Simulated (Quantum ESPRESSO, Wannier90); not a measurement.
# MgTe (wurtzite): Wannier90 run

```xyz
4
Lattice="4.5902 0.0000 0.0000 -2.2951 3.9752 0.0000 0.0000 0.0000 7.4378" Properties=species:S:1:pos:R:3 pbc="T T T"
Mg     2.2951    -1.3251    -0.0298
Mg    -2.2951     1.3251     3.6891
Te     2.2951    -1.3251     2.7818
Te    -2.2951     1.3251    -0.9371
```

Materials Project entry mp-1039; symmetrised, unrelaxed at this level. COD (Crystallography Open Database) has an entry of this formula and space group (matched by these alone). Computed values, not measurements, from PBEsol: Quantum ESPRESSO (norm-conserving PseudoDojo potentials, cutoff 68 Ry, no spin polarisation, no spin-orbit coupling) on a Γ-centred 6×6×4 mesh, then Wannier90. Density: 12×12×4 mesh, cold smearing 0.01 Ry. Spin-orbit coupling is left out although heavy elements are present.

Bands 19-26 form an isolated set from -10.27 to 0.00 eV relative to the valence-band maximum (on the path) and are turned into 8 Wannier functions by minimising the spread from the start: s functions at random places.

Question: Where do the functions sit, how wide are they and what are they made of?

Answer: 
```csv
functions,spread (Å²),"nearest atom, distance (Å)","second atom, distance (Å)",weight on atomic waves
8,2.10,Te 0.77,Mg 2.04,"Te 5p 66 %, Te 5s 23 %, Mg 3s 9 %"
```

Ω_I = 14.82 Å², Ω_total = 16.82 Å²; the interpolated bands follow pw.x to 3.5 meV rms on the path. It is the lowest total spread that any start reached here.
